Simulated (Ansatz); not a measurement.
Ansatz input

```yaml
crystal:
  lattice:
    - [6.0645536039, 0.0, 0.0]
    - [-3.032276802, 5.2520574836, 0.0]
    - [0.0, 0.0, 3.6469550876]
  atoms:
    - { symbol: La, position: [1.0, 0.0, 0.0], spin: 1.0 }
    - { symbol: La, position: [0.3333333333, 0.6666666667, 0.5], spin: 1.0 }
    - { symbol: La, position: [0.6666666667, 0.3333333333, 0.5], spin: 1.0 }
hamiltonian:
  xc: mr2scan
  pseudopotentials:
    kind: paw
    azcp:
      La: "pseudopotentials/La.paw.azcp"
basis:
  ecutwfc: 500
  fft_grid_basis: typed
kpoints:
  mp_grid: { grid: [8, 8, 12], shift: [0, 0, 0] }
magnetization:
  spin_polarized: true
scf:
  occupations: { method: fermi_dirac, width: 0.05 }
output:
  stress: true
  write_density: true
  write_potential: true
  elf: true
  volumetric_format: npy
```

Terminal output

```
Engine: ansatz 0.2.0, x86_64-unknown-linux-gnu
Pseudopotentials: kind: paw
Pseudopotential: La, paw, valence charge 11, recommended cutoff 500 eV (meta_gga) 
Functional definition: m-r2SCAN
  exchange = m_r2scan_x
  correlation = m_r2scan_c
Crystal: 3 atoms, lattice volume = 116.161 Å³
Basis set: ecut = 500 eV, 2941 PW (Γ), exchange–correlation on 180×180×108 points (64 copies of the dense FFT grid, shifted against one another)
Bands: 22, of which v1, the nominal top of the filled ones, is band 17 counted from 1 (16 counted from 0)
Symmetry: 24 space group operations
Space group: P6/mmm (ITA 191), of the structure as read, at distance tolerance 4.9e-5 Å
Magnetic group: BNS 191.233 (UNI 1463), of the structure as read, at distance tolerance 4.9e-5 Å
k-points: 70 of 768
Non-local potential: La, projectors of the file, l = 0: 3, l = 1: 2, l = 2: 2, l = 3: 3
PAW form: soft (Blöchl's): semilocal exchange-correlation on the pseudo side does not see the compensation charge
PAW frozen core: La, regenerated for the run's functional (the file was generated under x = pbe(κ = 0.804, μ = 0.2195149727645171), c = pbe(β = 0.06672455060314922))
PAW one-centre angular grid: La, 974 points (default); XC on 160 Gauss nodes
Initial density: superposition of atomic densities (chi_scale 0.1, normalization cell)
Starting moments: Σ|m| = 3 μB on 3 of 3 sites
Initial wavefunctions: pseudopotential atomic-orbital guess
Functional: x = mr2scan, c = mr2scan; τ floored in thin density (d = 2e-4 eV/Å³)
iter 1 solved again at ethr=2.74e-3 eV; its pass at ethr=3.10e-3 eV (dr2=9.05e-1 eV) is discarded
SCF iter   1: F=—  HF=-18793.581534 eV  |F-HF|=—  |Δ(HF+E_count)|=         —  Δρ=2.17e-2 (↑2.17e-2 ↓1.01e-2)  dr2=9.63e-1  dr2_τ=7.42e-3  dr2_m=1.26e-1  M=1.517 μB ∫|m|=1.517 μB  β_m=0.61  ethr=2.74e-3  ⟨swp⟩=2.8  Hψ=22742  notcnv=0
Mixer restart at iter 1: flushing history
spin=Collinear: Kerker preconditioning applied to the charge; magnetization (m = ρ↑ − ρ↓) channel mixes plain (no charge-response kernel on spin).
SCF iter   2: F=—  HF=-18793.780424 eV  |F-HF|=—  |Δ(HF+E_count)|=   1.99e-1  Δρ=1.29e-2 (↑1.29e-2 ↓7.77e-3)  dr2=4.85e-1  dr2_τ=2.65e-3  dr2_m=2.49e-2  M=1.359 μB ∫|m|=1.359 μB  β_m=0.38  ethr=2.74e-3  ⟨swp⟩=3.1  Hψ=5092  notcnv=0  κ⁻¹=1.0e0(r=1)
SCF iter   3: F=—  HF=-18793.919481 eV  |F-HF|=—  |Δ(HF+E_count)|=   1.39e-1  Δρ=5.81e-3 (↑1.95e-3 ↓5.81e-3)  dr2=5.63e-2  dr2_τ=5.67e-4  dr2_m=1.10e-2  M=0.793 μB ∫|m|=0.794 μB  β_m=1.00  ethr=1.47e-3  ⟨swp⟩=5.5  Hψ=7181  notcnv=0  κ⁻¹=4.1e-2(r=2)
SCF iter   4: F=—  HF=-18793.987461 eV  |F-HF|=—  |Δ(HF+E_count)|=         —  Δρ=1.70e-3 (↑1.58e-3 ↓1.70e-3)  dr2=1.22e-2  dr2_τ=5.31e-5  dr2_m=1.18e-3  M=0.399 μB ∫|m|=0.399 μB  β_m=0.88  ethr=1.71e-4  ⟨swp⟩=5.2  Hψ=6950  notcnv=0  defer=4
Mixer restart at iter 4: flushing history
...
this state was not tested for a lower state beside it, because the mixer in use, unlike msr1, does not test its closes by its own steps (another_mixer; see scf.mixing.algorithm and scf.lower_state_search)
SCF converged after 17 iterations
Magnetization: -0.0000 μB (16.5000 up, 16.5000 down)
Absolute magnetization: 0.0001 μB (∫|ρ↑−ρ↓|, with the PAW one-centre terms)
Spin contamination: 0.0000 ħ² per cell (⟨S²⟩ above its minimum at these occupations)
Per-site moments (μB) at R_I (Å): [(-1.2029943334473649e-5, 1.5043689736349999), (-4.884911601420628e-6, 1.444315807988607), (-4.8849116013625975e-6, 1.444315807988607)]
Free energy (F): -18793.998249 eV
Harris-Foulkes:  -18793.998249 eV  (|F-HF|=2.47e-10)
Internal energy: -18793.961563 eV  (E = F + TS)
E sigma→0 (E₀):  -18793.979906 eV
Entropy (-TS):   -0.036686 eV (-12.229 meV/atom)
Fermi energy:    10.571847 eV
--- Per-component energies (eV) ---
  E_band       = -173.624638
  E_kinetic    = 575.869510
  E_local      = -1042.974416  (includes V_loc(G=0)·N_el)
  E_nonlocal   = 278.527535
  E_hartree    = 327.393652
  E_xc         = -394.679087
  E_vxc        = -479.318470  (∫ρ·V_xc dr)
  E_paw        = -16310.482855  (= ΣΔE_a)
  E_vpaw       = -185.425285  (= ΣTr[D̂ρ^β])
  E_aug_tail   = 0.000000  (compensation charges beyond the density's cutoff)
  E_vtau       = 24.909153  (kinetic-family band-sum trace: ∫τ·v_τ [+ j·A + Jᵃ·Aᵃ] dr)
  E_ewald      = -2227.821440
  E_core_change = 0.205537  (= ΣΔE_core)
  E_smearing   = -0.036686  (= −TS)
  E_closure    = 0.000000  (closes the sum)
  Σ components = -18793.998249   (vs F -18793.998249, Δ=0.00e0)
--- Stress (GPa, compression-positive) ---
       -1.025379      -0.000000      -0.000000
       -0.000000      -1.025379      -0.000000
       -0.000000      -0.000000      -0.766927
  P = ⅓ Tr σ = -0.9392 GPa (-9.392 kbar)
--- Band table (eV; the first three rows and the last of 140) ---
  k-point 0 ↑: bands = ["-23.5514", "-23.3135", "-23.2990", "-7.1814", "-7.1814", "-6.8802", "-6.8802", "-6.4222", "-6.1457", "-6.0949", "-6.0949", "-6.0846", "7.2683", "9.2510", "11.0403", "11.0439", "11.0439", "11.0828", "11.0828", "11.7520", "12.2505", "12.3524"]
  k-point 1 ↑: bands = ["-23.5433", "-23.3092", "-23.2931", "-7.1719", "-7.1719", "-6.8624", "-6.8624", "-6.4888", "-6.2086", "-6.1587", "-6.0990", "-6.0990", "7.4172", "9.4444", "10.8491", "10.8491", "10.9285", "10.9285", "11.2558", "11.8460", "12.2626", "12.3542"]
  k-point 2 ↑: bands = ["-23.5210", "-23.2975", "-23.2769", "-7.1460", "-7.1460", "-6.8116", "-6.8116", "-6.6656", "-6.3765", "-6.3557", "-6.1121", "-6.1121", "7.8257", "9.9679", "10.3310", "10.3310", "10.6275", "10.6275", "11.8179", "12.0713", "12.2665", "12.2665"]
  k-point 69 ↓: bands = ["-23.3326", "-23.3032", "-23.2533", "-7.4301", "-7.2785", "-7.2007", "-6.8451", "-6.6748", "-6.5651", "-6.4763", "-6.4345", "-6.0972", "8.6266", "9.7351", "9.9948", "10.1164", "10.5052", "10.6613", "11.2103", "11.5017", "11.7730", "11.8225"]
```
